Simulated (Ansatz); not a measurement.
Relaxation of a generated cell, Bi2Se3 built in the AFLOW prototype A2B3_tP10_127_g_ah (D5_a); 10 atoms in the cell, which starts as P4/mbm (No. 127), tP10; a = b = 8.1570 Å, c = 4.3251 Å, α = β = γ = 90.00°. These are PBE (plane waves to 420 eV, PAW, scalar-relativistic; Ansatz, a program for electronic structure) values and carry that method's errors. Γ-centred k-mesh 3×3×6 on the run's cell (coarser than for final values), Fermi–Dirac smearing 0.05 eV. This is the first round of the run. 

The optimiser's lines from the output (shortened; P is positive under compression):

```
relax step   1: F+E_penalty+E_count = -82408.60397514 eV  Δ(F+E_penalty+E_count) = +0.000e0 eV  max|allowed force component| = 3.153e0 eV/Å  Δτ_max = 0.0000 Å  P = -1.116 GPa  Ω = 287.778 Å³  (9 SCF iters, dr2 threshold 1.00e-7 eV, accepted)
relax step   2: F+E_penalty+E_count = -82411.06720262 eV  Δ(F+E_penalty+E_count) = -2.463e0 eV  max|allowed force component| = 1.170e0 eV/Å  Δτ_max = 0.1949 Å  P = -3.453 GPa  Ω = 283.597 Å³  (8 SCF iters, dr2 threshold 1.00e-6 eV, accepted)
relax step   3: F+E_penalty+E_count = -82412.24212515 eV  Δ(F+E_penalty+E_count) = -1.175e0 eV  max|allowed force component| = 6.380e-1 eV/Å  Δτ_max = 0.1946 Å  P = +4.552 GPa  Ω = 246.416 Å³  (9 SCF iters, dr2 threshold 1.00e-6 eV, accepted)
relax step   4: F+E_penalty+E_count = -82412.62996695 eV  Δ(F+E_penalty+E_count) = -3.878e-1 eV  max|allowed force component| = 5.056e-1 eV/Å  Δτ_max = 0.0474 Å  P = +1.482 GPa  Ω = 256.494 Å³  (7 SCF iters, dr2 threshold 1.00e-6 eV, accepted)
relax step   5: F+E_penalty+E_count = -82412.96572162 eV  Δ(F+E_penalty+E_count) = -3.358e-1 eV  max|allowed force component| = 3.493e-1 eV/Å  Δτ_max = 0.1163 Å  P = +0.217 GPa  Ω = 262.044 Å³  (8 SCF iters, dr2 threshold 1.00e-6 eV, accepted)
relax step   6: F+E_penalty+E_count = -82413.21047254 eV  Δ(F+E_penalty+E_count) = -2.448e-1 eV  max|allowed force component| = 2.212e-1 eV/Å  Δτ_max = 0.1684 Å  P = +0.063 GPa  Ω = 265.979 Å³  (8 SCF iters, dr2 threshold 1.00e-6 eV, accepted)
relax step   7: F+E_penalty+E_count = -82413.36628791 eV  Δ(F+E_penalty+E_count) = -1.558e-1 eV  max|allowed force component| = 1.139e-2 eV/Å  Δτ_max = 0.1948 Å  P = +0.982 GPa  Ω = 270.818 Å³  (9 SCF iters, dr2 threshold 1.00e-6 eV, accepted)
relax step   8: F+E_penalty+E_count = -82413.36883792 eV  Δ(F+E_penalty+E_count) = -2.550e-3 eV  max|allowed force component| = 1.004e-1 eV/Å  Δτ_max = 0.1459 Å  P = -0.639 GPa  Ω = 286.608 Å³  (6 SCF iters, dr2 threshold 1.00e-6 eV, accepted)
relax step   9: F+E_penalty+E_count = -82413.39603024 eV  Δ(F+E_penalty+E_count) = -2.719e-2 eV  max|allowed force component| = 1.702e-2 eV/Å  Δτ_max = 0.0528 Å  P = +0.077 GPa  Ω = 280.116 Å³  (6 SCF iters, dr2 threshold 1.00e-6 eV, accepted)
relax step  10: F+E_penalty+E_count = -82413.39663908 eV  Δ(F+E_penalty+E_count) = -6.088e-4 eV  max|allowed force component| = 1.804e-2 eV/Å  Δτ_max = 0.0271 Å  P = -0.062 GPa  Ω = 279.398 Å³  (8 SCF iters, dr2 threshold 1.96e-8 eV, accepted)
relax step  11: F+E_penalty+E_count = -82413.39704795 eV  Δ(F+E_penalty+E_count) = -4.089e-4 eV  max|allowed force component| = 6.294e-4 eV/Å  Δτ_max = 0.0102 Å  P = -0.001 GPa  Ω = 279.756 Å³  (6 SCF iters, dr2 threshold 2.03e-8 eV, accepted)
relax step  12: F+E_penalty+E_count = -82413.39666420 eV  Δ(F+E_penalty+E_count) = +3.838e-4 eV  max|allowed force component| = 6.129e-4 eV/Å  Δτ_max = 0.0000 Å  P = -0.001 GPa  Ω = 279.756 Å³  stress off target by 1.11e-2 GPa  SCF on the basis re-selected at this cell (its energy is not comparable with the rows above)  (10 SCF iters)
```

From the first to the last row the energy changes by -0.48 eV/atom and the volume by -2.8 %. The last row is marked as not comparable with the walk above it, whose basis was carried along; it does compare with step 1, since both stand on a basis selected at the nominal cutoff for their own cell.

Later rounds, restarted from the end of this one on a renewed k-mesh, logged 4 more steps and released under 0.01 eV/atom more. The final structure after all rounds: P4/mbm (No. 127), tP10; a = b = 8.2966 Å, c = 4.0676 Å, α = β = γ = 90.00°. Between re-selections the logged energies stand on a plane-wave basis carried along with the cell. No spin polarisation in the result.

The run could not lose the symmetry of its start: the end is stationary, and may be a saddle point rather than a minimum.

The relaxed structure here is a generated cell of Bi2Se3: the first start was made by placing the elements on the sites of a structure type, and the end was not matched to a known phase here, so it may be hypothetical. Known forms of Bi2Se3 include space group No. 166.
